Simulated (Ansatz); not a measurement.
TiC (CsCl type, Pm-3m) at seven volumes, the program Ansatz at the PBEsol level (PAW), scaled uniformly. One row is withheld.

```csv
V (Å³/atom),P (GPa)
8.779,26.78
9.068,16.40
9.358,7.57
9.647,0.00
9.937,?
10.226,-12.25
10.515,-17.16
```

### Question
Fit the shown pressures and predict the withheld one.

### Answer
P = (3/2)B₀(x^(7/2) − x^(5/2))[1 + (3/4)(B′ − 4)(x − 1)] with x = (V₀/V)^(2/3). Least squares on the six rows gives V₀ = 9.646 Å³/atom, B₀ = 236 GPa, B′ = 3.97. At V = 9.937, x = 0.9804 and P = -6.61 GPa. The run itself gave -6.55 GPa.

The cell is a constructed one: a structure type filled with these elements; neither database checked (COD, Materials Project) lists it. It is not the phase usual at ambient conditions (space group No. 225). The PBEsol relaxation kept the symmetry of its start. At this level the phase is mechanically unstable. No spin polarisation was allowed.

Potentials: the later of the program's two PAW sets.
